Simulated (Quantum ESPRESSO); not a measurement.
# Li4Al2WIn: one run as intended and one with a planted mistake

Simulated, not a measurement. The program is pw.x of Quantum ESPRESSO 7.5 (plane-wave density functional theory). The cell is made up: eight metal atoms on a hexagonal close-packed lattice, with elements, volume, strain and displacements drawn at random and not relaxed, so it may be unstable or far from any real phase. PseudoDojo standard norm-conserving files set the functional (PBE unless stated); there is no spin polarisation or spin-orbit coupling, the Fermi-Dirac width of 0.25 eV means electrons at about 2900 K, and the masses in the input are unused placeholders. Heavy elements are run without spin-orbit coupling, which real alloys of them have. A spin test at this wide smearing found no moment, but such smearing suppresses magnetism that the real alloy may have.

Intended input:

```
&control calculation='scf', pseudo_dir='./dojo.nc.sr.pbe.v0_5.standard.upf', outdir='./o', disk_io='minimal', tprnfor=.true., tstress=.true. /
&system ibrav=0, nat=8, ntyp=4, nbnd=33, ecutwfc=84.00895049, nosym=.true., tot_charge=0,
 occupations='smearing', smearing='fd', degauss=0.0183746611
/
&electrons conv_thr=1.470e-08, electron_maxstep=70, mixing_beta=0.5 /
ATOMIC_SPECIES
Al 1.0 Al.upf
In 1.0 In.upf
Li 1.0 Li.upf
W 1.0 W.upf
CELL_PARAMETERS angstrom
-3.008 0.0431 0.0104
0.0167 -0.0271 -4.8185
0.1493 -10.6323 -0.0587
ATOMIC_POSITIONS angstrom
Li 0.0136 0.0264 -0.0462
Li 0.0887 -5.309 -0.0347
Al 0.0395 -3.5309 -2.3905
W 0.0958 -8.9386 -2.4416
Al -1.4745 -2.6251 -0.0316
Li -1.4139 -7.9451 -0.0554
In -1.4882 -0.8426 -2.3247
Li -1.4092 -6.1541 -2.4154
K_POINTS automatic
9 6 3 1 1 1
```

The log is shortened where brackets say so; the opening notice, blank lines, dates and the lines on written files are dropped, and the path of the files is cut. It prints rydbergs, bohrs and kilobars, and counts compression as positive stress. Its total energy is the free energy E - TS of the whole cell.

Log of the intended run:

```
     Program PWSCF v.7.5
     Parallel version (MPI & OpenMP), running on       4 processor cores
     Number of MPI processes:                 4
     Threads/MPI process:                     1
     [start-up lines left out]
     bravais-lattice index     =            0
     lattice parameter (alat)  =       5.6849  a.u.
     unit-cell volume          =    1039.6991 (a.u.)^3
     number of atoms/cell      =            8
     number of atomic types    =            4
     number of electrons       =        45.00
     number of Kohn-Sham states=           33
     kinetic-energy cutoff     =      84.0090  Ry
     charge density cutoff     =     336.0358  Ry
     scf convergence threshold =      1.5E-08
     mixing beta               =       0.5000
     number of iterations used =            8  plain     mixing
     Exchange-correlation= PBE
                           (   1   4   3   4   0   0   0)
     [axes and pseudopotential details left out]
   Cartesian axes
     site n.     atom                  positions (alat units)
         1        Li     tau(   1) = (   0.0045208   0.0087756  -0.0153574  )
         2        Li     tau(   2) = (   0.0294848  -1.7647684  -0.0115347  )
         3        Al     tau(   3) = (   0.0131302  -1.1737089  -0.7946278  )
         4        W      tau(   4) = (   0.0318449  -2.9712863  -0.8116140  )
         5        Al     tau(   5) = (  -0.4901396  -0.8726113  -0.0105042  )
         6        Li     tau(   6) = (  -0.4699955  -2.6410363  -0.0184156  )
         7        In     tau(   7) = (  -0.4946936  -0.2800893  -0.7727552  )
         8        Li     tau(   8) = (  -0.4684332  -2.0456887  -0.8029048  )
     number of k points=    81  Fermi-Dirac smearing, width (Ry)=  0.0184
                       cart. coord. in units 2pi/alat
        k(    1) = (  -0.0564242  -0.0476625  -0.0519549), wk =   0.0246914
        k(    2) = (  -0.0537244   0.1410094  -0.0530066), wk =   0.0246914
     [further k points left out]
     Dense  grid:   108249 G-vectors     FFT dimensions: (  36,  54, 120)
     Estimated max dynamical RAM per process >     286.66 MB
     Estimated total dynamical RAM >       1.04 GB
     Initial potential from superposition of free atoms
     starting charge      44.9725, renormalised to      45.0000
     Starting wfcs are   35 randomized atomic wfcs
     total cpu time spent up to now is        4.1 secs
     per-process dynamical memory:   227.5 Mb
     Self-consistent Calculation
     iteration #  1     ecut=    84.01 Ry     beta= 0.50
     Davidson diagonalization with overlap
     ethr =  1.00E-02,  avg # of iterations =  5.6
     Threshold (ethr) on eigenvalues was too large:
     Diagonalizing with lowered threshold
     Davidson diagonalization with overlap
     ethr =  8.71E-04,  avg # of iterations =  1.9
     total cpu time spent up to now is       21.5 secs
     total energy              =    -351.13485005 Ry
     estimated scf accuracy    <       0.40451117 Ry
     iteration #  2     ecut=    84.01 Ry     beta= 0.50
     Davidson diagonalization with overlap
     ethr =  8.99E-04,  avg # of iterations =  5.9
     total cpu time spent up to now is       31.9 secs
     total energy              =    -350.25090500 Ry
     estimated scf accuracy    <      21.78850335 Ry
     [iterations 3 to 9 left out]
     iteration # 10     ecut=    84.01 Ry     beta= 0.50
     Davidson diagonalization with overlap
     ethr =  1.27E-09,  avg # of iterations =  2.9
     total cpu time spent up to now is      100.1 secs
     total energy              =    -351.36042634 Ry
     estimated scf accuracy    <       0.00000005 Ry
     iteration # 11     ecut=    84.01 Ry     beta= 0.50
     Davidson diagonalization with overlap
     ethr =  1.22E-10,  avg # of iterations =  3.2
     total cpu time spent up to now is      108.7 secs
     End of self-consistent calculation
     [lines on levels left out]
!    total energy              =    -351.36042634 Ry
     estimated scf accuracy    <          5.4E-09 Ry
     smearing contrib. (-TS)   =      -0.07439030 Ry
     internal energy E=F+TS    =    -351.28603604 Ry
     The total energy is F=E-TS. E is the sum of the following terms:
     one-electron contribution =    -252.23698390 Ry
     hartree contribution      =     135.10022862 Ry
     xc contribution           =     -90.55809844 Ry
     ewald contribution        =    -143.59118233 Ry
     convergence has been achieved in  11 iterations
     Forces acting on atoms (cartesian axes, Ry/au):
     atom    1 type  3   force =     0.00155803    0.00510167    0.01262918
     atom    2 type  3   force =    -0.00070674    0.01461945    0.00239660
     atom    3 type  1   force =     0.00046417   -0.00779392   -0.00626086
     atom    4 type  4   force =     0.00060393    0.00643575   -0.00524475
     atom    5 type  1   force =     0.00041956   -0.01716547    0.01072152
     atom    6 type  3   force =     0.00097763   -0.01150060    0.00264343
     atom    7 type  2   force =    -0.00225286    0.01834592   -0.01493443
     atom    8 type  3   force =    -0.00106372   -0.00804281   -0.00195068
     Total force =     0.041972     Total SCF correction =     0.000261
     Computing stress (Cartesian axis) and pressure
          total   stress  (Ry/bohr**3)                   (kbar)     P=      -46.15
  -0.00049384   0.00003713   0.00001001          -72.65        5.46        1.47
   0.00003713  -0.00033503  -0.00001218            5.46      -49.28       -1.79
   0.00001001  -0.00001218  -0.00011239            1.47       -1.79      -16.53
     init_run     :      3.87s CPU      4.03s WALL (       1 calls)
     electrons    :    103.84s CPU    104.67s WALL (       1 calls)
     forces       :      1.54s CPU      1.55s WALL (       1 calls)
     stress       :      5.53s CPU      5.53s WALL (       1 calls)
     [timing details left out]
     PWSCF        :   1m54.84s CPU   1m55.89s WALL
     JOB DONE.
```

A second run has one planted mistake: two atoms have their elements exchanged. The input lines that differ:

```
- W 0.0958 -8.9386 -2.4416
- Al -1.4745 -2.6251 -0.0316
+ Al 0.0958 -8.9386 -2.4416
+ W -1.4745 -2.6251 -0.0316
```

Its log:

```
     Program PWSCF v.7.5
     Parallel version (MPI & OpenMP), running on       4 processor cores
     Number of MPI processes:                 4
     Threads/MPI process:                     1
     [start-up lines left out]
     bravais-lattice index     =            0
     lattice parameter (alat)  =       5.6849  a.u.
     unit-cell volume          =    1039.6991 (a.u.)^3
     number of atoms/cell      =            8
     number of atomic types    =            4
     number of electrons       =        45.00
     number of Kohn-Sham states=           33
     kinetic-energy cutoff     =      84.0090  Ry
     charge density cutoff     =     336.0358  Ry
     scf convergence threshold =      1.5E-08
     mixing beta               =       0.5000
     number of iterations used =            8  plain     mixing
     Exchange-correlation= PBE
                           (   1   4   3   4   0   0   0)
     [axes and pseudopotential details left out]
   Cartesian axes
     site n.     atom                  positions (alat units)
         1        Li     tau(   1) = (   0.0045208   0.0087756  -0.0153574  )
         2        Li     tau(   2) = (   0.0294848  -1.7647684  -0.0115347  )
         3        Al     tau(   3) = (   0.0131302  -1.1737089  -0.7946278  )
         4        Al     tau(   4) = (   0.0318449  -2.9712863  -0.8116140  )
         5        W      tau(   5) = (  -0.4901396  -0.8726113  -0.0105042  )
         6        Li     tau(   6) = (  -0.4699955  -2.6410363  -0.0184156  )
         7        In     tau(   7) = (  -0.4946936  -0.2800893  -0.7727552  )
         8        Li     tau(   8) = (  -0.4684332  -2.0456887  -0.8029048  )
     number of k points=    81  Fermi-Dirac smearing, width (Ry)=  0.0184
                       cart. coord. in units 2pi/alat
        k(    1) = (  -0.0564242  -0.0476625  -0.0519549), wk =   0.0246914
        k(    2) = (  -0.0537244   0.1410094  -0.0530066), wk =   0.0246914
     [further k points left out]
     Dense  grid:   108249 G-vectors     FFT dimensions: (  36,  54, 120)
     Estimated max dynamical RAM per process >     286.66 MB
     Estimated total dynamical RAM >       1.04 GB
     Initial potential from superposition of free atoms
     starting charge      44.9725, renormalised to      45.0000
     Starting wfcs are   35 randomized atomic wfcs
     total cpu time spent up to now is        4.2 secs
     per-process dynamical memory:   227.5 Mb
     Self-consistent Calculation
     iteration #  1     ecut=    84.01 Ry     beta= 0.50
     Davidson diagonalization with overlap
     ethr =  1.00E-02,  avg # of iterations =  5.6
     Threshold (ethr) on eigenvalues was too large:
     Diagonalizing with lowered threshold
     Davidson diagonalization with overlap
     ethr =  2.17E-04,  avg # of iterations =  7.0
     total cpu time spent up to now is       25.7 secs
     total energy              =    -351.42614389 Ry
     estimated scf accuracy    <       0.11452655 Ry
     iteration #  2     ecut=    84.01 Ry     beta= 0.50
     Davidson diagonalization with overlap
     ethr =  2.55E-04,  avg # of iterations =  2.5
     total cpu time spent up to now is       34.5 secs
     total energy              =    -351.37726995 Ry
     estimated scf accuracy    <       0.50986698 Ry
     [iterations 3 to 9 left out]
     iteration # 10     ecut=    84.01 Ry     beta= 0.50
     Davidson diagonalization with overlap
     ethr =  1.09E-09,  avg # of iterations =  2.6
     total cpu time spent up to now is      101.8 secs
     total energy              =    -351.45178326 Ry
     estimated scf accuracy    <       0.00000005 Ry
     iteration # 11     ecut=    84.01 Ry     beta= 0.50
     Davidson diagonalization with overlap
     ethr =  1.13E-10,  avg # of iterations =  3.0
     total cpu time spent up to now is      110.0 secs
     End of self-consistent calculation
     [lines on levels left out]
!    total energy              =    -351.45178327 Ry
     estimated scf accuracy    <          4.6E-09 Ry
     smearing contrib. (-TS)   =      -0.06704250 Ry
     internal energy E=F+TS    =    -351.38474076 Ry
     The total energy is F=E-TS. E is the sum of the following terms:
     one-electron contribution =    -279.23724344 Ry
     hartree contribution      =     148.55238558 Ry
     xc contribution           =     -90.58365994 Ry
     ewald contribution        =    -130.11622296 Ry
     convergence has been achieved in  11 iterations
     Forces acting on atoms (cartesian axes, Ry/au):
     atom    1 type  3   force =     0.00066959   -0.00946925    0.01153725
     atom    2 type  3   force =    -0.00065825    0.01997614    0.00211178
     atom    3 type  1   force =     0.00023675    0.01410016   -0.00558974
     atom    4 type  1   force =     0.00060036    0.02626924   -0.00413242
     atom    5 type  4   force =     0.00107125   -0.02614615    0.01375096
     atom    6 type  3   force =     0.00082191   -0.00732820    0.00214203
     atom    7 type  2   force =    -0.00115879   -0.00991209   -0.01779559
     atom    8 type  3   force =    -0.00158282   -0.00748986   -0.00202428
     Total force =     0.054558     Total SCF correction =     0.000066
     Computing stress (Cartesian axis) and pressure
          total   stress  (Ry/bohr**3)                   (kbar)     P=      -56.81
  -0.00047358   0.00003610   0.00000926          -69.67        5.31        1.36
   0.00003610  -0.00019407  -0.00002738            5.31      -28.55       -4.03
   0.00000926  -0.00002738  -0.00049086            1.36       -4.03      -72.21
     init_run     :      3.98s CPU      4.16s WALL (       1 calls)
     electrons    :    104.95s CPU    105.83s WALL (       1 calls)
     forces       :      1.51s CPU      1.54s WALL (       1 calls)
     stress       :      5.49s CPU      5.49s WALL (       1 calls)
     [timing details left out]
     PWSCF        :   1m56.00s CPU   1m57.15s WALL
     JOB DONE.
```

```
                                            intended run  run with the mistake
                          free energy (eV)     -4780.502             -4781.745
         entropy term -TS, part of it (eV)        -1.012                -0.912
                            pressure (GPa)         -4.62                 -5.68
size of the largest force component (eV/Å)         0.472                 0.675
largest change of a force component (eV/Å)                               0.727
                                iterations            11                    11
```

For scale, a rerun of the intended cell at a higher cutoff and on a denser mesh moved values by no more than 0.007 eV in energy, 0.06 GPa in stress and 0.017 eV/Å in force, and a second program with other atomic files agreed on that cell to 2 % rms in force and 0.5 GPa in pressure.